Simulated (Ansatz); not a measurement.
BaHfH$_{6}$ (Amm2) at 2 levels of theory

One geometry, relaxed with PBE; plane waves with PAW potentials in Ansatz, scalar-relativistic unless the row names spin-orbit coupling. No spin polarisation but for the spin–orbit row. Gaps are the least over mesh and band path; pressure is positive in compression.

Space group Amm2 (No. 38). a = 3.387 Å, b = 7.232 Å, c = 7.927 Å, α = 90.00°, β = 90.00°, γ = 90.00°
| atom | site | symmetry | x | y | z |
| --- | --- | --- | --- | --- | --- |
| Ba | 2b | mm2 | 0.5000 | 0.5000 | 0.0536 |
| Hf | 2a | mm2 | 0.0000 | 0.5000 | 0.4974 |
| H | 4e | m.. | 0.5000 | 0.8553 | 0.9123 |
| H | 2b | mm2 | 0.5000 | 0.5000 | 0.6571 |
| H | 4d | m.. | 0.0000 | 0.7626 | 0.1024 |
| H | 2a | mm2 | 0.0000 | 0.5000 | 0.2625 |

| level | cutoff (eV) | k mesh | gap (eV) | pressure (GPa) |
| --- | --- | --- | --- | --- |
| PBE | 420 | 8×6×6 | 2.41 | 0.0 |

What comes out on the same cell with PBE with spin-orbit coupling?

```csv
level,cutoff (eV),k mesh,gap (eV),pressure (GPa)
PBE with spin-orbit coupling,420,8×6×6,2.38,-0.1
```

Spin-orbit coupling matters for the bands of heavy elements and enters only rows that name it.

The cell was found from a structure generator's guess, not taken from experiment.
